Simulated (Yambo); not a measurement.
**Convergence of the G0W0 gap of KBH4**

G0W0@PBEsol for KBH4 (space group P2_1/m, No. 11, within 0.06 Å of P4_2/nmc) in Yambo. Reference settings: 2×2×2 Γ-centred k mesh, 197 bands and a 7 Ry block in the screening, 197 bands in G with the Bruneval-Gonze terminator, plasmon pole fitted at 27.2 eV. The PBEsol gap Γ → (-0.5, -0.5, 0) on this mesh is 5.88 eV; G0W0 gaps are taken between the same points.

| change from the reference | G0W0 gap Γ → (-0.5, -0.5, 0) (eV) | shift of the valence edge (eV) | rough Yambo cost |
|---|---|---|---|
| reference settings | 9.04 | -2.00 | 1 |
| 106 bands in W, 106 bands in G | 9.04 | -1.88 | within a factor of two |
| exchange cut at 40 Ry | 9.04 | -2.00 | – |
| exchange cut at 10 Ry | 9.06 | -1.95 | – |
| exchange cut at 5 Ry | 8.95 | -1.65 | – |
| 43 bands in W, 43 bands in G, 2 Ry block | 8.93 | -1.50 | about 1/5 |
| 43 bands in W, 43 bands in G, 4 Ry block | 9.11 | -1.57 | about 1/5 |
| 106 bands in W, 106 bands in G, 2 Ry block | 8.61 | -1.56 | about 1/3 |
| 106 bands in W, 106 bands in G, 6 Ry block | 8.98 | -1.84 | within a factor of two |
| 3 Ry block | 8.74 | -1.74 | within a factor of two |
| 6 Ry block | 8.97 | -1.94 | within a factor of two |
| 4×4×2 mesh | 9.06 | -2.03 | about 10× |
| 106 bands in W, 106 bands in G, no terminator | 8.98 | -1.68 | within a factor of two |
| 3 Ry block, no terminator | 8.73 | -1.72 | within a factor of two |
| 151 bands in W, 151 bands in G, no terminator | 9.00 | -1.82 | within a factor of two |

The reference isn't shown to be the converged limit. Costs are rough (shared machines), scaled to the same edge states, and given only for runs that recompute the screening.

Geometry of the Materials Project entry, not relaxed at this level; primitive cell a = 4.663 Å, b = 4.678 Å, c = 6.549 Å, α = γ = 90.00°, β = 90.07°.

The structure is a Materials Project entry; no match was found in the copy of COD used, and its stability was not checked.

A shift is the quasiparticle energy of the state minus its PBEsol energy.
